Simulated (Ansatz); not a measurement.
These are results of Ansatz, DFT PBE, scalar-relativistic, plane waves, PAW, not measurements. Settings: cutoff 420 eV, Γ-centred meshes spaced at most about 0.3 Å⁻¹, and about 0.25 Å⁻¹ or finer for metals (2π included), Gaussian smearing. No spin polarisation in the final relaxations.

These are static total energies at zero pressure. All come from trial cells, and lower structures may exist.

Question: Which of these relaxed structures of Al2Cu3 is the lowest in energy?
A.

```
Al Cu
1.0
     1.37259    0.79247   10.40828
    -1.37259    0.79247   10.40828
     0.00000   -1.58493   10.40828
Al Cu
2 3
Cartesian
  0.0000 0.0000 6.3811
  0.0000 0.0000 24.8437
  0.0000 0.0000 0.0000
  0.0000 0.0000 18.8126
  0.0000 0.0000 12.4122
```

B.

```
Al Cu
1.0
     2.69808    0.00000    0.00000
    -1.34904    2.33661    0.00000
     0.00000    0.00000   21.71667
Al Cu
4 6
Direct
  0.33333 0.66667 0.05737
  0.33333 0.66667 0.82991
  0.66667 0.33333 0.17009
  0.66667 0.33333 0.94263
  0.33333 0.66667 0.26574
  0.33333 0.66667 0.45331
  0.33333 0.66667 0.63999
  0.66667 0.33333 0.36001
  0.66667 0.33333 0.54669
  0.66667 0.33333 0.73426
```

C.

```
Al Cu
1.0
     2.74355    0.00000    0.00000
    -1.37177    2.37598    0.00000
     0.00000    0.00000   20.46216
Al Cu
4 6
Direct
  0.66667 0.33333 0.69735
  0.66667 0.33333 0.89929
  0.66667 0.33333 0.10071
  0.66667 0.33333 0.30265
  0.33333 0.66667 0.59896
  0.33333 0.66667 0.79897
  0.33333 0.66667 0.00000
  0.33333 0.66667 0.20103
  0.33333 0.66667 0.40104
  0.66667 0.33333 0.50000
```

Answer: C. It has Al and Cu ordered on hcp sites, space group P-6m2 (No. 187); the next, A, with Al and Cu ordered on fcc sites, space group R-3m (No. 166), lies 68 meV/atom higher. Counting all near atoms (those within 1.25 times the shortest distance at each site), the lowest and the next both have Al 12, Cu 12.

Cells relaxed within their symmetry can be saddle points. Some structure types and database cells were kept out of the candidates from the start, so a known form may be missing.
